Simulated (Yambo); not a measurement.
## How GW settings move the gap: BaAlSiH

G0W0@PBEsol for BaAlSiH (space group P3m1, No. 156) in Yambo. Reference settings: 3×3×2 Γ-centred k mesh, 151 bands and a 8 Ry block in the screening, 151 bands in G with the Bruneval-Gonze terminator, plasmon pole fitted at 27.2 eV. The PBEsol gap A → (0, 0.333, 0) on this mesh is 1.05 eV; G0W0 gaps are taken between the same points.

```json
[
 {"change from the reference": "reference settings", "G0W0 gap A → (0, 0.333, 0) (eV)": "1.45", "shift of the valence edge (eV)": "-0.51", "rough Yambo cost": "1"},
 {"change from the reference": "50 bands in W, 50 bands in G", "G0W0 gap A → (0, 0.333, 0) (eV)": "1.43", "shift of the valence edge (eV)": "-0.20", "rough Yambo cost": "about 1/3"},
 {"change from the reference": "94 bands in W, 94 bands in G", "G0W0 gap A → (0, 0.333, 0) (eV)": "1.44", "shift of the valence edge (eV)": "-0.42", "rough Yambo cost": "within a factor of two"},
 {"change from the reference": "50 bands in G", "G0W0 gap A → (0, 0.333, 0) (eV)": "1.45", "shift of the valence edge (eV)": "-0.43", "rough Yambo cost": "–"},
 {"change from the reference": "94 bands in G", "G0W0 gap A → (0, 0.333, 0) (eV)": "1.45", "shift of the valence edge (eV)": "-0.50", "rough Yambo cost": "–"},
 {"change from the reference": "64 bands in W", "G0W0 gap A → (0, 0.333, 0) (eV)": "1.43", "shift of the valence edge (eV)": "-0.35", "rough Yambo cost": "within a factor of two"},
 {"change from the reference": "2 Ry block", "G0W0 gap A → (0, 0.333, 0) (eV)": "1.33", "shift of the valence edge (eV)": "-0.11", "rough Yambo cost": "about 1/2"},
 {"change from the reference": "3 Ry block", "G0W0 gap A → (0, 0.333, 0) (eV)": "1.35", "shift of the valence edge (eV)": "-0.29", "rough Yambo cost": "about 1/2"},
 {"change from the reference": "7 Ry block", "G0W0 gap A → (0, 0.333, 0) (eV)": "1.43", "shift of the valence edge (eV)": "-0.48", "rough Yambo cost": "within a factor of two"},
 {"change from the reference": "pole fitted at 55 eV", "G0W0 gap A → (0, 0.333, 0) (eV)": "1.46", "shift of the valence edge (eV)": "-0.60", "rough Yambo cost": "–"},
 {"change from the reference": "no random integration", "G0W0 gap A → (0, 0.333, 0) (eV)": "1.43", "shift of the valence edge (eV)": "-0.33", "rough Yambo cost": "–"},
 {"change from the reference": "50 bands in G, no terminator", "G0W0 gap A → (0, 0.333, 0) (eV)": "1.40", "shift of the valence edge (eV)": "-0.06", "rough Yambo cost": "–"},
 {"change from the reference": "94 bands in G, no terminator", "G0W0 gap A → (0, 0.333, 0) (eV)": "1.43", "shift of the valence edge (eV)": "-0.36", "rough Yambo cost": "–"},
 {"change from the reference": "no terminator", "G0W0 gap A → (0, 0.333, 0) (eV)": "1.44", "shift of the valence edge (eV)": "-0.46", "rough Yambo cost": "–"}
]
```

The reference isn't shown to be the converged limit. Costs are rough (shared machines), scaled to the same edge states, and given only for runs that recompute the screening. The mesh misses a band edge: along a dense path the PBEsol gap is 0.62 eV against 1.05 eV on the mesh.

Geometry relaxed with PBEsol; primitive cell a = b = 4.299 Å, c = 5.062 Å, α = β = 90.00°, γ = 120.00°.

The structure is a Materials Project entry; no match was found in the copy of COD used, and its stability was not checked.

A shift is the quasiparticle energy of the state minus its PBEsol energy.
